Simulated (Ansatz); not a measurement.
CaAlHO$_{2}$:
```xyz
5
Lattice="3.7304 0.0000 0.0000 0.0000 3.7304 0.0000 0.0000 0.0000 3.4481" Properties=species:S:1:pos:R:3 pbc="T T T"
Ca     1.8652     1.8652     1.7241
Al     0.0000     0.0000     0.0000
O      1.8652     0.0000     0.0000
O      0.0000     1.8652     0.0000
H      0.0000     0.0000     1.7241
```

Relaxed with r²SCAN.

Give the Bader charges and basin volumes of the independent atoms, the program Ansatz at the r²SCAN level (PAW).



| atom | Bader charge (e) | Bader volume (Å³) |
|---|---|---|
| Ca1 | +1.59 | 11.2 |
| Al2 | +2.55 | 3.3 |
| O3 | -1.66 | 12.9 |
| H5 | -0.83 | 7.6 |

Space group P4/mmm. The start of the workflow was typed in or built on a structure type; neither database checked (COD, Materials Project) lists it. Its standing as an ambient phase is unchecked. The cell was relaxed with r²SCAN under the symmetry of its start; whether a distortion lowers the energy is not shown.

Potentials: the earlier of the program's two PAW sets.
